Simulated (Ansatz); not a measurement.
Here is the system:

Os:
Space group P6₃/mmc (No. 194); a = b = 2.741 Å, c = 8.805 Å, α = β = 90.00°, γ = 120.00°

| atom | site | symmetry | x | y | z |
|---|---|---|---|---|---|
| Os | 2a | -3m. | 0.0000 | 0.0000 | 0.0000 |
| Os | 2c | -6m2 | 0.3333 | 0.6667 | 0.2500 |

This is the PBE-relaxed structure.

All from PBE in the plane-wave PAW code Ansatz, unless another level is named. Give the bulk modulus (Birch–Murnaghan fit).

392 GPa.

Give the highest zone-centre frequency.

185 cm⁻¹.

Space group P6_3/mmc (dhcp (α-La type)). A made-up cell: these elements were put on the sites of a structure type. Its sites differ from those of the usual phase in this space group: another stacking or structure type. Symmetry was held in the PBE relaxation; of distortions, only those at the zone centre were tested. The run is not spin-polarised. As this level gives no gap, phonon frequencies hold no LO–TO term and depend on the k-mesh and smearing (Fermi–Dirac, 0.1 eV here). Axis ratios of metals converge slowly with the k-mesh, so a and c are less sure than the volume. Scalar-relativistic: spin–orbit coupling is off unless named, which matters more the heavier the elements.

Potentials: the later of the program's two PAW sets.
